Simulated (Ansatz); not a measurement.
# Al2GaSb3: rattling a relaxed structure

It was reached by relaxing an invented guess, and it needn't be the stable form of this composition.

Computed with DFT PBE, scalar-relativistic, plane waves, PAW (Ansatz 0.2.0). Settings: cutoff 420 eV, Γ-centred mesh 12×12×2 on the computed 12-atom cell, Gaussian smearing of 0.01 eV; no spin polarisation.

The cell below (12 atoms, space group P3m1 (No. 156)) is relaxed within its symmetry.

```
Al Ga Sb
1.0
     4.38590    0.00000    0.00000
    -2.19295    3.79830    0.00000
     0.00000    0.00000   21.67245
Al Ga Sb
4 2 6
Direct
  0.00000 0.00000 0.16679
  0.66667 0.33333 0.99988
  0.66667 0.33333 0.33353
  0.66667 0.33333 0.66661
  0.00000 0.00000 0.50043
  0.00000 0.00000 0.83364
  0.00000 0.00000 0.29155
  0.00000 0.00000 0.62494
  0.00000 0.00000 0.95815
  0.66667 0.33333 0.12473
  0.66667 0.33333 0.45839
  0.66667 0.33333 0.79156
```

For the test it was strained at random (σ = 1.5 % a component), the atoms were moved at random (σ = 0.05 Å), and all was relaxed again on a coarse 6×6×1 mesh (in the run’s order of axes) with 0.20 eV smearing, with no symmetry imposed.

These runs have no spin–orbit coupling, which can matter for Sb.

**Question.** Does it come back?

**Answer.** It returns, within 1 meV/atom of the unmoved cell on that mesh and with the same symmetry when read at 0.1 Å. No instability shows in this cell; modes of other wave vectors, which need another repeat, aren't tested.
